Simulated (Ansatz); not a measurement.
Relaxed-ion elastic tensor of Sb (diamond, Fd-3m) in GPa (Voigt order), PBEsol (plane waves, PAW; program Ansatz); density 4.98 g/cm³, 40.59 Å³ per atom.

```tsv
	1	2	3	4	5	6
1	27.8	38.1	38.1	0.0	0.0	0.0
2	38.1	27.8	38.1	0.0	0.0	0.0
3	38.1	38.1	27.8	0.0	0.0	0.0
4	0.0	0.0	0.0	-20.5	0.0	0.0
5	0.0	0.0	0.0	0.0	-20.5	0.0
6	0.0	0.0	0.0	0.0	0.0	-20.5
```

Is the crystal mechanically stable?

No: the smallest eigenvalue of C is -20.5 GPa.

The start of the workflow was typed in or built on a structure type; neither database checked (COD, Materials Project) lists it. It is not the phase usual at ambient conditions (space group No. 166). The PBEsol relaxation kept the symmetry of its start. At this level the phase is mechanically unstable. As this level gives no gap, shear constants depend on the k-mesh and smearing (Fermi–Dirac, 0.1 eV here). Spin–orbit coupling is left out wherever it is not named.

Potentials: the later of the program's two PAW sets.
